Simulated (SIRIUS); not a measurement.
Consider a self-consistent single point of Nb (P-1, 7 atoms in the cell; from Materials Project mp-1104341, changed as shown).

```
CELL_PARAMETERS angstrom
      2.83427     0.00000     0.00000
      0.16401     4.75842     0.00000
      0.77387     1.93401     9.92703
ATOMIC_POSITIONS crystal
  Nb 0.64750 0.21778 0.57125
  Nb 0.35250 0.78222 0.42875
  Nb 0.93924 0.65044 0.71360
  Nb 0.06076 0.34956 0.28640
  Nb 0.22321 0.07763 0.85667
  Nb 0.77679 0.92237 0.14333
  Nb 0.50000 0.50000 0.00000
```

Computed with PBEsol, GBRV PBEsol ultrasoft pseudopotentials (plane waves; SIRIUS).

SIRIUS settings:

parameters.ngridk: 5 3 2
parameters.xc_functionals: [XC_GGA_X_PBE_SOL, XC_GGA_C_PBE_SOL]
parameters.gk_cutoff: 6.325 1/bohr
parameters.pw_cutoff: 14.143 1/bohr
parameters.smearing: gaussian
parameters.smearing_width: 0.00734986 Ha
potentials: GBRV PBEsol ultrasoft pseudopotentials
parameters.electronic_structure_method: pseudopotential
parameters.num_bands: 55
parameters.num_mag_dims: 0
parameters.num_dft_iter: 100
parameters.energy_tol: 1e-07 Ha
parameters.density_tol: 1e-06
mixer.type: anderson
mixer.beta: 0.5
mixer.use_hartree: true

Results:

Number of valence electrons: 91
Number of bands: 55
Number of k-points after the program's reduction: 16
Number of plane waves (most at a k-point): 3880
Number of SCF iterations: 17
FFT grid: 27 × 45 × 90
Free energy E − TS: -11230.7866 eV
Fermi level (on the code's own zero): 16.67 eV
Pressure: -13.15 GPa
Largest force (vector length): 0.059 eV/Å

Forces (eV/Å):
```json
[
 {"atom": "Nb1", "Fx": "-0.024", "Fy": "-0.021", "Fz": "-0.014"},
 {"atom": "Nb2", "Fx": "0.024", "Fy": "0.021", "Fz": "0.014"},
 {"atom": "Nb3", "Fx": "-0.050", "Fy": "-0.032", "Fz": "-0.005"},
 {"atom": "Nb4", "Fx": "0.050", "Fy": "0.032", "Fz": "0.005"},
 {"atom": "Nb5", "Fx": "-0.041", "Fy": "-0.026", "Fz": "-0.009"},
 {"atom": "Nb6", "Fx": "0.041", "Fy": "0.026", "Fz": "0.009"},
 {"atom": "Nb7", "Fx": "0.000", "Fy": "0.000", "Fz": "0.000"}
]
```

Stress (GPa, positive for compression):
```
-10.55   -1.81    0.31
 -1.81  -14.14    1.94
  0.31    1.94  -14.76
```

For comparison: a first run was changed to give this one (volume scaled by 1.06), and from it to this one the free energy goes up by 60.0 meV/atom, the pressure goes from -4.48 to -13.15 GPa and the largest force goes from 0.076 to 0.059 eV/Å.

The structure comes from a collection of computed structures, made at another level of theory; the collection holds predicted forms beside known ones. Its lattice was then scaled. No clean gap shows at this smearing width and mesh (spacing up to 0.45 Å⁻¹); the mesh is coarse for partly filled bands, so the values carry mesh errors.

Cost on one core: around 70 core-seconds (rough).
